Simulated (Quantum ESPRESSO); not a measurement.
Al2InGaAs4, one run as intended and one with a planted mistake

Simulated, not a measurement. The program is pw.x of Quantum ESPRESSO 7.5 (plane-wave density functional theory). The cell is made up: 8 atoms on a zincblende/diamond lattice, with randomly drawn elements, strain and displacements, not relaxed. PseudoDojo standard norm-conserving files (v0.5 for PBE, v0.4.1 for LDA and PBEsol) set the functional; there is no spin polarisation, spin-orbit coupling or dispersion term, and the masses in the input are unused placeholders.

Intended input:

```
&control calculation='scf', pseudo_dir='./dojo.nc.sr.pbe.v0_5.standard.upf', outdir='./o', disk_io='medium', tprnfor=.true., tstress=.true. /
&system ibrav=0, nat=8, ntyp=4, nbnd=52, ecutwfc=84.00895049, nosym=.true., tot_charge=0,
 occupations='smearing', smearing='fd', degauss=0.0018374661
/
&electrons conv_thr=7.350e-09, electron_maxstep=60, /
ATOMIC_SPECIES
Al 1.0 Al.upf
As 1.0 As.upf
Ga 1.0 Ga.upf
In 1.0 In.upf
CELL_PARAMETERS angstrom
5.7527 0.0 0.0
0.0 5.7527 0.0
0.0 0.0 5.7527
ATOMIC_POSITIONS angstrom
Al 0.0013 -0.0101 0.0102
In -0.0055 2.8899 2.8995
Al 2.9001 -0.0137 2.8405
Ga 2.8371 2.8934 -0.003
As 1.4571 1.4434 1.4318
As 1.4404 4.3108 4.3021
As 4.3413 1.4052 4.3149
As 4.3407 4.3222 1.4319
K_POINTS automatic
4 4 4 1 1 1
```

The log is shortened where brackets say so; the opening notice, blank lines, dates and the lines on written files are dropped, and the path of the files is cut. It prints rydbergs, bohrs and kilobars, and counts compression as positive stress.

Log of the intended run:

```
     Program PWSCF v.7.5
     Parallel version (MPI & OpenMP), running on       1 processor cores
     Number of MPI processes:                 1
     Threads/MPI process:                     1
     [start-up lines left out]
     bravais-lattice index     =            0
     lattice parameter (alat)  =      10.8710  a.u.
     unit-cell volume          =    1284.7297 (a.u.)^3
     number of atoms/cell      =            8
     number of atomic types    =            4
     number of electrons       =        92.00
     number of Kohn-Sham states=           52
     kinetic-energy cutoff     =      84.0090  Ry
     charge density cutoff     =     336.0358  Ry
     scf convergence threshold =      7.3E-09
     mixing beta               =       0.7000
     number of iterations used =            8  plain     mixing
     Exchange-correlation= PBE
                           (   1   4   3   4   0   0   0)
     [axes and pseudopotential details left out]
   Cartesian axes
     site n.     atom                  positions (alat units)
         1        Al     tau(   1) = (   0.0002260  -0.0017557   0.0017731  )
         2        In     tau(   2) = (  -0.0009561   0.5023554   0.5040242  )
         3        Al     tau(   3) = (   0.5041285  -0.0023815   0.4937681  )
         4        Ga     tau(   4) = (   0.4931771   0.5029638  -0.0005215  )
         5        As     tau(   5) = (   0.2532898   0.2509083   0.2488918  )
         6        As     tau(   6) = (   0.2503868   0.7493525   0.7478401  )
         7        As     tau(   7) = (   0.7546543   0.2442679   0.7500652  )
         8        As     tau(   8) = (   0.7545500   0.7513342   0.2489092  )
     number of k points=    32  Fermi-Dirac smearing, width (Ry)=  0.0018
                       cart. coord. in units 2pi/alat
        k(    1) = (   0.1250000   0.1250000   0.1250000), wk =   0.0625000
        k(    2) = (   0.1250000   0.1250000   0.3750000), wk =   0.0625000
     [further k points left out]
     Dense  grid:   133579 G-vectors     FFT dimensions: (  64,  64,  64)
     Estimated max dynamical RAM per process >     195.25 MB
     Initial potential from superposition of free atoms
     starting charge      91.9876, renormalised to      92.0000
     Starting wfcs are   62 randomized atomic wfcs
     total cpu time spent up to now is       20.3 secs
     per-process dynamical memory:   103.6 Mb
     Self-consistent Calculation
     iteration #  1     ecut=    84.01 Ry     beta= 0.70
     Davidson diagonalization with overlap
     ethr =  1.00E-02,  avg # of iterations =  4.4
     Threshold (ethr) on eigenvalues was too large:
     Diagonalizing with lowered threshold
     Davidson diagonalization with overlap
     ethr =  2.59E-04,  avg # of iterations =  3.0
     total cpu time spent up to now is      109.8 secs
     total energy              =   -1143.78977642 Ry
     estimated scf accuracy    <       0.24958978 Ry
     iteration #  2     ecut=    84.01 Ry     beta= 0.70
     Davidson diagonalization with overlap
     ethr =  2.71E-04,  avg # of iterations =  3.3
     total cpu time spent up to now is      152.3 secs
     total energy              =   -1143.83423907 Ry
     estimated scf accuracy    <       0.04251217 Ry
     [iterations 3 to 9 left out]
     iteration # 10     ecut=    84.01 Ry     beta= 0.70
     Davidson diagonalization with overlap
     ethr =  4.18E-11,  avg # of iterations =  2.0
     total cpu time spent up to now is      538.5 secs
     total energy              =   -1143.84494866 Ry
     estimated scf accuracy    <          7.9E-09 Ry
     iteration # 11     ecut=    84.01 Ry     beta= 0.70
     Davidson diagonalization with overlap
     ethr =  8.62E-12,  avg # of iterations =  2.8
     total cpu time spent up to now is      590.4 secs
     End of self-consistent calculation
     [lines on levels left out]
!    total energy              =   -1143.84494866 Ry
     estimated scf accuracy    <          1.5E-10 Ry
     smearing contrib. (-TS)   =      -0.00000000 Ry
     internal energy E=F+TS    =   -1143.84494866 Ry
     The total energy is F=E-TS. E is the sum of the following terms:
     one-electron contribution =    -674.29384653 Ry
     hartree contribution      =     386.69675853 Ry
     xc contribution           =    -276.52355344 Ry
     ewald contribution        =    -579.72430722 Ry
     convergence has been achieved in  11 iterations
     Forces acting on atoms (cartesian axes, Ry/au):
     atom    1 type  1   force =     0.00932446    0.00458256   -0.00360839
     atom    2 type  4   force =     0.00142243   -0.01525043   -0.01010725
     atom    3 type  1   force =    -0.00181025    0.00525860    0.00899413
     atom    4 type  3   force =     0.01845983   -0.00704647   -0.00392584
     atom    5 type  2   force =     0.02006734   -0.03437740   -0.02343255
     atom    6 type  2   force =     0.03727131    0.04907056    0.03393960
     atom    7 type  2   force =    -0.04533829   -0.02845248    0.03387265
     atom    8 type  2   force =    -0.03939681    0.02621505   -0.03573234
     Total force =     0.124846     Total SCF correction =     0.000074
     Computing stress (Cartesian axis) and pressure
          total   stress  (Ry/bohr**3)                   (kbar)     P=       39.91
   0.00026703   0.00002201   0.00002252           39.28        3.24        3.31
   0.00002201   0.00027451  -0.00003840            3.24       40.38       -5.65
   0.00002252  -0.00003840   0.00027235            3.31       -5.65       40.06
     init_run     :     18.99s CPU     19.98s WALL (       1 calls)
     electrons    :    564.52s CPU    570.09s WALL (       1 calls)
     forces       :      7.31s CPU      7.40s WALL (       1 calls)
     stress       :     26.02s CPU     26.14s WALL (       1 calls)
     [timing details left out]
     PWSCF        :  10m17.21s CPU  10m24.49s WALL
     JOB DONE.
```

A second run has one planted mistake: the cell and the positions are scaled by a wrong factor. The input lines that differ, file-writing options aside:

```
- 5.7527 0.0 0.0
+ 5.6664 0.0 0.0
- 0.0 5.7527 0.0
+ 0.0 5.6664 0.0
- 0.0 0.0 5.7527
+ 0.0 0.0 5.6664
- Al 0.0013 -0.0101 0.0102
+ Al 0.0013 -0.0099 0.01
- In -0.0055 2.8899 2.8995
+ In -0.0054 2.8466 2.856
- Al 2.9001 -0.0137 2.8405
+ Al 2.8566 -0.0135 2.7979
- Ga 2.8371 2.8934 -0.003
+ Ga 2.7945 2.85 -0.003
- As 1.4571 1.4434 1.4318
+ As 1.4352 1.4217 1.4103
- As 1.4404 4.3108 4.3021
+ As 1.4188 4.2461 4.2376
- As 4.3413 1.4052 4.3149
+ As 4.2762 1.3841 4.2502
- As 4.3407 4.3222 1.4319
+ As 4.2756 4.2574 1.4104
```

Its log:

```
     Program PWSCF v.7.5
     Parallel version (MPI & OpenMP), running on       4 processor cores
     Number of MPI processes:                 4
     Threads/MPI process:                     1
     [start-up lines left out]
     bravais-lattice index     =            0
     lattice parameter (alat)  =      10.7079  a.u.
     unit-cell volume          =    1227.7736 (a.u.)^3
     number of atoms/cell      =            8
     number of atomic types    =            4
     number of electrons       =        92.00
     number of Kohn-Sham states=           52
     kinetic-energy cutoff     =      84.0090  Ry
     charge density cutoff     =     336.0358  Ry
     scf convergence threshold =      7.3E-09
     mixing beta               =       0.7000
     number of iterations used =            8  plain     mixing
     Exchange-correlation= PBE
                           (   1   4   3   4   0   0   0)
     [axes and pseudopotential details left out]
   Cartesian axes
     site n.     atom                  positions (alat units)
         1        Al     tau(   1) = (   0.0002294  -0.0017471   0.0017648  )
         2        In     tau(   2) = (  -0.0009530   0.5023648   0.5040237  )
         3        Al     tau(   3) = (   0.5041296  -0.0023825   0.4937703  )
         4        Ga     tau(   4) = (   0.4931703   0.5029648  -0.0005294  )
         5        As     tau(   5) = (   0.2532825   0.2509000   0.2488882  )
         6        As     tau(   6) = (   0.2503883   0.7493470   0.7478470  )
         7        As     tau(   7) = (   0.7546590   0.2442644   0.7500706  )
         8        As     tau(   8) = (   0.7545532   0.7513412   0.2489058  )
     number of k points=    32  Fermi-Dirac smearing, width (Ry)=  0.0018
                       cart. coord. in units 2pi/alat
        k(    1) = (   0.1250000   0.1250000   0.1250000), wk =   0.0625000
        k(    2) = (   0.1250000   0.1250000   0.3750000), wk =   0.0625000
     [further k points left out]
     Dense  grid:   127603 G-vectors     FFT dimensions: (  64,  64,  64)
     Estimated max dynamical RAM per process >     288.99 MB
     Estimated total dynamical RAM >       1.04 GB
     Initial potential from superposition of free atoms
     starting charge      91.9876, renormalised to      92.0000
     Starting wfcs are   62 randomized atomic wfcs
     total cpu time spent up to now is        4.1 secs
     per-process dynamical memory:   202.9 Mb
     Self-consistent Calculation
     iteration #  1     ecut=    84.01 Ry     beta= 0.70
     Davidson diagonalization with overlap
     ethr =  1.00E-02,  avg # of iterations =  4.3
     Threshold (ethr) on eigenvalues was too large:
     Diagonalizing with lowered threshold
     Davidson diagonalization with overlap
     ethr =  2.65E-04,  avg # of iterations =  3.5
     total cpu time spent up to now is       19.7 secs
     total energy              =   -1143.76731290 Ry
     estimated scf accuracy    <       0.25643883 Ry
     iteration #  2     ecut=    84.01 Ry     beta= 0.70
     Davidson diagonalization with overlap
     ethr =  2.79E-04,  avg # of iterations =  2.8
     total cpu time spent up to now is       27.3 secs
     total energy              =   -1143.81158912 Ry
     estimated scf accuracy    <       0.04103374 Ry
     [iterations 3 to 8 left out]
     iteration #  9     ecut=    84.01 Ry     beta= 0.70
     Davidson diagonalization with overlap
     ethr =  1.41E-10,  avg # of iterations =  4.0
     total cpu time spent up to now is       83.8 secs
     total energy              =   -1143.82229329 Ry
     estimated scf accuracy    <       0.00000003 Ry
     iteration # 10     ecut=    84.01 Ry     beta= 0.70
     Davidson diagonalization with overlap
     ethr =  3.72E-11,  avg # of iterations =  2.0
     total cpu time spent up to now is       90.1 secs
     End of self-consistent calculation
     [lines on levels left out]
!    total energy              =   -1143.82229329 Ry
     estimated scf accuracy    <          6.0E-09 Ry
     smearing contrib. (-TS)   =      -0.00000000 Ry
     internal energy E=F+TS    =   -1143.82229329 Ry
     The total energy is F=E-TS. E is the sum of the following terms:
     one-electron contribution =    -659.87083026 Ry
     hartree contribution      =     381.31171554 Ry
     xc contribution           =    -276.70803997 Ry
     ewald contribution        =    -588.55513861 Ry
     convergence has been achieved in  10 iterations
     Forces acting on atoms (cartesian axes, Ry/au):
     atom    1 type  1   force =     0.01055290    0.00486501   -0.00371815
     atom    2 type  4   force =     0.00126872   -0.01682424   -0.01142040
     atom    3 type  1   force =    -0.00257713    0.00563262    0.01004835
     atom    4 type  3   force =     0.02081410   -0.00748949   -0.00436484
     atom    5 type  2   force =     0.02295073   -0.03816474   -0.02644973
     atom    6 type  2   force =     0.04226920    0.05518178    0.03800641
     atom    7 type  2   force =    -0.05117742   -0.03191768    0.03865133
     atom    8 type  2   force =    -0.04410109    0.02871674   -0.04075296
     Total force =     0.140474     Total SCF correction =     0.000544
     Computing stress (Cartesian axis) and pressure
          total   stress  (Ry/bohr**3)                   (kbar)     P=       78.55
   0.00052924   0.00002634   0.00002759           77.85        3.87        4.06
   0.00002634   0.00053716  -0.00004941            3.87       79.02       -7.27
   0.00002759  -0.00004941   0.00053557            4.06       -7.27       78.79
     init_run     :      3.80s CPU      3.97s WALL (       1 calls)
     electrons    :     85.45s CPU     86.06s WALL (       1 calls)
     forces       :      1.07s CPU      1.07s WALL (       1 calls)
     stress       :      3.53s CPU      3.53s WALL (       1 calls)
     [timing details left out]
     PWSCF        :   1m34.01s CPU   1m34.83s WALL
     JOB DONE.
```

|  | intended run | run with the mistake |
| --- | --- | --- |
| free energy (eV) | -15562.803 | -15562.495 |
| smearing term -TS (eV) | 0.0000 | 0.0000 |
| pressure (GPa) | 3.99 | 7.86 |
| largest force component (eV/Å) | 1.262 | 1.419 |
| largest change of a force component (eV/Å) |  | 0.157 |
| iterations | 11 | 10 |

For scale, a rerun of the intended cell at 1437 eV and a 6 x 6 x 6 mesh moved values by no more than 0.011 eV in energy, 0.02 GPa in stress and 0.003 eV/Å in force.